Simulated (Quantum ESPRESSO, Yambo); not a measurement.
CaO$_{2}$H$_{2}$ (space group P-3m1, No. 164): one geometry, one set of PBEsol (Quantum ESPRESSO, PseudoDojo norm-conserving, 84 Ry, no spin-orbit coupling) orbitals, self-energies from Yambo (6×6×4 Γ-centred k mesh, 100 bands and a 8 Ry block in the screening, 100 bands in G with the Bruneval-Gonze terminator, plasmon pole fitted at 27.2 eV).

```tsv
level	gap Γ → Γ (eV)
PBEsol (Quantum ESPRESSO)	4.19
exchange only (Hartree-Fock self-energy on PBEsol orbitals)	(withheld)
static COHSEX@PBEsol	7.83
G0W0@PBEsol, plasmon pole	(withheld)
```

Question: Complete the blanks.

Answer: 
- exchange only (Hartree-Fock self-energy on PBEsol orbitals), gap Γ → Γ (eV): 14.45
- G0W0@PBEsol, plasmon pole, gap Γ → Γ (eV): 6.65

Bare exchange has no screening and gives the widest gap; static COHSEX screens it but leaves out the frequency dependence, which G0W0 restores.

Nearest settings tried, and what they do to the gap: 64 bands in G: -2 meV; 3 Ry block (35 vectors against 135): -107 meV; 3×3×2 mesh: +7 meV. Not varied: bands in W. So the settings aren't converged at that level.

Geometry relaxed with PBE+D3(BJ); primitive cell a = 3.5812 Å, b = 3.5812 Å, c = 4.7625 Å, α = 90.00°, β = 90.00°, γ = 120.00°.
